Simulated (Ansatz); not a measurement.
TiCo (Pm-3m): the held moment from field and pressure

```
Ti Co
1.0
     2.98611    0.00000    0.00000
     0.00000    2.98611    0.00000
     0.00000    0.00000    2.98611
Ti Co
1 1
Direct
  0.00000 0.00000 0.00000
  0.50000 0.50000 0.50000
```

The geometry is a structure from the Materials Project, held fixed and not relaxed.

Settings: PBE, 13×13×13 k mesh, Fermi–Dirac smearing of 0.03 eV. PAW means Ansatz 0.2.0 on its default frozen-core files. Site moments are integrated in spheres about the atoms. Start moments (μB): Ti1 -1, Co2 2.

The free run ends with 0.88 μB per cell. Further runs hold the cell's moment M by two Fermi levels; B is half their difference over μB, positive where the field raises M. Some of them:

```
M (μB/cell)  B (T)  ΔF over the free run (meV/cell)  pressure (GPa)
       0.75  -1157                              5.0            -0.3
       0.97   1629                              3.8             0.0
       1.06   3280                             16.5             0.2
```

Problem. Another run of the series gave B (T) = -1630, ΔF over the free run (meV/cell) = 15.8, pressure (GPa) = -0.7. Which moment was held?
A. 0.62
B. 0.44
C. 0.22
D. 1.19

Solution. A. M (μB/cell) = 0.62.

Problem. Another run of the series gave B (T) = -1341, ΔF over the free run (meV/cell) = 31.9, pressure (GPa) = -1.5. Which moment was held?
A. 0.62
B. 0.22
C. 1.19
D. 0.44

Solution. D. M (μB/cell) = 0.44.

The whole series:

```csv
M (μB/cell),B (T),ΔF over the free run (meV/cell),pressure (GPa)
0.22,-632,44.3,-2.2
0.44,-1341,31.9,-1.5
0.62,-1630,15.8,-0.7
0.75,-1157,5.0,-0.3
0.97,1629,3.8,0.0
1.06,3280,16.5,0.2
1.19,6393,50.4,0.4
```

The Ansatz runs typed with the search for lower states off end where their start leads. These are results for the start and cell typed. The real compound can order otherwise, in a larger cell, or not at all, since semilocal functionals at zero temperature often overstate magnetism.
